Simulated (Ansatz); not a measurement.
Zr₂GeB₂:
```yaml
crystal:
  lattice:
    - [3.20204, 0.00000, 0.00000]
    - [-1.60102, 2.77305, 0.00000]
    - [0.00000, 0.00000, 7.87816]
  atoms:
    - { symbol: Zr, position: [0.33333, 0.66667, 0.71671] }
    - { symbol: Zr, position: [0.33333, 0.66667, 0.28329] }
    - { symbol: Ge, position: [0.00000, 0.00000, 0.00000] }
    - { symbol: B, position: [0.00000, 0.00000, 0.50000] }
    - { symbol: B, position: [0.66667, 0.33333, 0.50000] }
```

Relaxed with r²SCAN.

Question: Give the Bader charges and basin volumes of the independent atoms, r²SCAN (plane waves, PAW; program Ansatz).

Answer: 

| atom | Bader charge (e) | Bader volume (Å³) |
|---|---|---|
| Zr1 | +1.43 | 13.9 |
| Ge3 | -1.03 | 22.7 |
| B4 | -0.89 | 9.6 |
| B5 | -0.94 | 9.9 |

Space group P-6m2. The start of the workflow was typed in or built on a structure type; neither database checked (COD, Materials Project) lists it. Whether it is the stable phase at ambient conditions was not checked. Symmetry was held in the r²SCAN relaxation; whether a distortion lowers the energy is not shown. No spin polarisation was allowed.

Potentials: the earlier of the program's two PAW sets. The files were generated under PBE; for other functionals the program regenerates the frozen cores, and for LDA and PBEsol the local potential too.
